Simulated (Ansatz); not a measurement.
Consider the following.

As:
```
CELL_PARAMETERS angstrom
      1.90648     1.10070     3.59221
     -1.90648     1.10070     3.59221
      0.00000    -2.20141     3.59221
ATOMIC_POSITIONS crystal
  As 0.22646 0.22646 0.22646
  As 0.77354 0.77354 0.77354
```

This is the PBE-relaxed structure.

Question: All from plane-wave PAW PBE (Ansatz code), unless another level is named. Give the electronic character.

Answer: metallic (no gap).

Question: And the density of states at the Fermi level?

Answer: 0.09 states/eV per atom (mean over ±0.08 eV).

Space group R-3m (A7 (α-As type)). The PBE relaxation kept the symmetry of its start. Scalar-relativistic: spin–orbit coupling is off unless named, which matters more the heavier the elements.

Potentials: the earlier of the program's two PAW sets.
